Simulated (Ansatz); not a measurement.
Cell and atoms are relaxed with the symmetry kept. Start:

```yaml
crystal:
  lattice:
    - [3.65556, 0.00000, 0.00000]
    - [0.00000, 3.65556, 0.00000]
    - [0.00000, 0.00000, 3.65556]
  atoms:
    - { symbol: Ga, position: [0.00000, 0.00000, 0.00000] }
    - { symbol: Fe, position: [0.00000, 0.50000, 0.50000] }
    - { symbol: Fe, position: [0.50000, 0.00000, 0.50000] }
    - { symbol: Fe, position: [0.50000, 0.50000, 0.00000] }
```

Computed with DFT PBEsol, scalar-relativistic, plane waves, PAW (Ansatz).

Settings: cutoff 420 eV, Γ-centred mesh 12×12×12 on the computed 4-atom cell, Gaussian smearing of 0.10 eV; collinear spin from starting moments -0.12 2.64 2.64 2.64 μB.

What does it relax to?

The volume decreases by 0.57 Å³/atom to 11.65 Å³/atom, and the energy falls by 14.9 meV/atom. The cell ends with a moment of 6.83 μB (only this magnetic start was tried). Final structure:
```
Ga Fe
1.0
     3.59829    0.00000    0.00000
     0.00000    3.59829    0.00000
     0.00000    0.00000    3.59829
Ga Fe
1 3
Direct
  0.00000 0.00000 0.00000
  0.00000 0.50000 0.50000
  0.50000 0.00000 0.50000
  0.50000 0.50000 0.00000
```

Course of the relaxation (steps run on the plane waves of an earlier cell, and the basis is chosen afresh near the end, so energy and pressure can step there; trial steps that raised the energy were taken back; energies are free energies):

```tsv
step	E − E_final (meV/atom)	P (GPa)	V (Å³/atom)
1	14.9	-8.11	12.21
2	1.1	-2.55	11.81
3	-0.3	0.16	11.64
4	-0.3	0.00	11.65
5	0.0	-0.02	11.65
```

Only parallel moments were tried here.

Cost: 1 run of about 2.3 core-minutes, on Arm Neoverse V1 (shared hosts).